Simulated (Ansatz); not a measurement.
Ag:
```yaml
crystal:
  lattice:
    - [0.00000, 2.00123, 2.00123]
    - [2.00123, 0.00000, 2.00123]
    - [2.00123, 2.00123, 0.00000]
  atoms:
    - { symbol: Ag, position: [0.00000, 0.00000, 0.00000] }
```

Relaxed with LDA.

Problem. List the phonon frequencies at the special points (DFPT on a 5×5×5 q-mesh, Fourier-interpolated; the program Ansatz at the LDA level (PAW)).

Solution. In cm⁻¹.

| q | frequencies |
|---|---|
| Γ | 0 0 0 |
| X | 123 123 186 |
| U | 110 145 169 |
| K | 110 145 169 |
| L | 82 82 190 |
| W | 120 155 155 |

Space group Fm-3m (fcc (Cu type)). The cell keeps a stress of up to 0.2 GPa. The LDA relaxation kept the symmetry of its start. No spin polarisation was allowed. As this level gives no gap, phonon frequencies hold no LO–TO term and depend on the k-mesh and smearing (Fermi–Dirac, 0.1 eV here).

Potentials: the earlier of the program's two PAW sets. The files were generated under PBE; for other functionals the program regenerates the frozen cores, and for LDA and PBEsol the local potential too.
